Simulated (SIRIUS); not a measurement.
A self-consistent single point of SiC (P6_3mc, 4 atoms in the cell; from Materials Project mp-7140).

```yaml
crystal:
  lattice:
    - [3.07351, 0.00000, 0.00000]
    - [-1.53676, 2.66174, 0.00000]
    - [0.00000, 0.00000, 5.04525]
  atoms:
    - { symbol: Si, position: [0.33333, 0.66667, 0.49960] }
    - { symbol: Si, position: [0.66667, 0.33333, 0.99960] }
    - { symbol: C, position: [0.33333, 0.66667, 0.87540] }
    - { symbol: C, position: [0.66667, 0.33333, 0.37540] }
```

Level of theory: Wu-Cohen GGA, PseudoDojo 0.5 standard norm-conserving PBE (tails mended) pseudopotentials (plane waves; SIRIUS).

SIRIUS settings:

| key | value |
|---|---|
| parameters.ngridk | 8 8 5 |
| parameters.xc_functionals | [XC_GGA_X_WC, XC_GGA_C_PBE] |
| parameters.gk_cutoff | 9.055 1/bohr |
| parameters.pw_cutoff | 18.111 1/bohr |
| parameters.smearing | gaussian |
| parameters.smearing_width | 0.0001 Ha |
| potentials | PseudoDojo 0.5 standard norm-conserving PBE (tails mended) pseudopotentials |
| parameters.electronic_structure_method | pseudopotential |
| parameters.num_bands | 12 |
| parameters.num_mag_dims | 0 |
| parameters.num_dft_iter | 100 |
| parameters.energy_tol | 1e-07 Ha |
| parameters.density_tol | 1e-06 |
| mixer.type | broyden2 |
| mixer.beta | 0.7 |
| mixer.use_hartree | false |

Results:

- Number of valence electrons: 16
- Number of bands: 12
- Number of k-points after the program's reduction: 30
- Number of plane waves (most at a k-point): 3532
- Number of SCF iterations: 16
- FFT grid: 36 × 36 × 60
- Free energy E − TS: -558.4051 eV
- Pressure: 2.06 GPa
- Largest force (vector length): 0.005 eV/Å

Forces (eV/Å):
```csv
atom,Fx,Fy,Fz
Si1,0.000,0.000,0.005
Si2,0.000,0.000,0.005
C3,0.000,0.000,-0.005
C4,0.000,0.000,-0.005
```

Stress (GPa, positive for compression):
```
2.12  0.00  0.00
0.00  2.12  0.00
0.00  0.00  1.94
```

For comparison: a first run (DFT, LDA (PW92), plane waves, PseudoDojo 0.4 standard norm-conserving LDA (tails mended) pseudopotentials) was changed to give this one (parameters.xc_functionals: [XC_LDA_X, XC_LDA_C_PW] → [XC_GGA_X_WC, XC_GGA_C_PBE]; pseudopotentials: PseudoDojo 0.4 standard norm-conserving LDA (tails mended) pseudopotentials → PseudoDojo 0.5 standard norm-conserving PBE (tails mended) pseudopotentials), and from it to this one the pressure goes from -4.31 to 2.06 GPa and the largest force moves little (0.003 to 0.005 eV/Å).

The potentials were made for another functional than the one used. The structure comes from a collection of computed structures, made at another level of theory; the collection holds predicted forms beside known ones.

Cost on one core: roughly 23 core-seconds.

“Tails mended”: in these copies of the files the far tail of each local potential was reset to the Coulomb form.
